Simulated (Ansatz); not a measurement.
SiO2 (rutile)

```
SiO2
1.0
    4.23588     0.00000     0.00000
    0.00000     4.23588     0.00000
    0.00000     0.00000     2.68991
Si O
2 4
Cartesian
  2.11794   2.11794   1.34495
  0.00000   0.00000   0.00000
  3.41830   3.41830   1.34495
  1.30036   2.93552   0.00000
  2.93552   1.30036   0.00000
  0.81758   0.81758   1.34495
```

The slice is a (-1 1 0) plane (indices of the conventional cell) through the point (0.000, 0.000, 0.000) (fractional), spanned by u = [001] and v = [110] in vectors of this cell: u (2.69 Å) and v (5.99 Å, at 90° to u). It covers one period; positions are fractions (u, v).

Level of theory: PBE (plane waves to 420 eV, PAW, scalar-relativistic; Ansatz, an electronic-structure program). k mesh 8×8×12. Near the nuclei the fields are pseudised (PAW); where an atom keeps semicore shells as valence, they peak there. SiO2 was relaxed with its symmetry unable to fall. The PAW data are Ansatz's earlier set.

**Question.** Around which element is the density of the highest valence band (whole band, smooth part) largest on this plane?

**Answer.** O. Mean over a disc round each atom, of radius 0.45 times the shortest bond: O 0.016, Si 0.002 e/Å³.

**Question.** What is the ELF at the midpoint of the shortest Si–O line in this plane (1.77 Å)?

**Answer.** 0.8.

**Question.** The ELF has a maximum in the middle third of the Si–O line. Where, and how high?

**Answer.** 0.85, 1.1 Å from Si.

**Question.** Predict the map of the density of the highest valence band (whole band, smooth part) on the slice.

**Answer.** 
```
|00000000000000000000000000|
|00001111111111111111111100|
|00001122333333333333221100|
|00001133666633336666331100|
|00001144888822228888441100|
|00001133779966669977331100|
|00000022558899998855220000|
|00000000224466664422000000|
|00000000001122221100000000|
|00000000000000000000000000|
|11110000000000000000000011|
|11111100000000000000001111|
|00000000000000000000000000|
|00000000000000000000000000|
|00000000000000000000000000|
|11111100000000000000001111|
|11110000000000000000000011|
|00000000000000000000000000|
|00000000001122221100000000|
|00000000224466664422000000|
|00000022558899998855220000|
|00001133779966669977331100|
|00001144888822228888441100|
|00001133666633336666331100|
|00001122333333333333221100|
|00001111111111111111111100|
|00000000000000000000000000|
|00000000000000000000000000|
```
Scale: ten equal steps from 0.000 (start of '0') to 0.031 (end of '9'), in the order '0123456789'. Values: density of the highest valence band (whole band, smooth part) in e/Å³. The map has 13 points along u (two characters each, u = 0 at the left) and 28 along v (v = 0 in the bottom row).
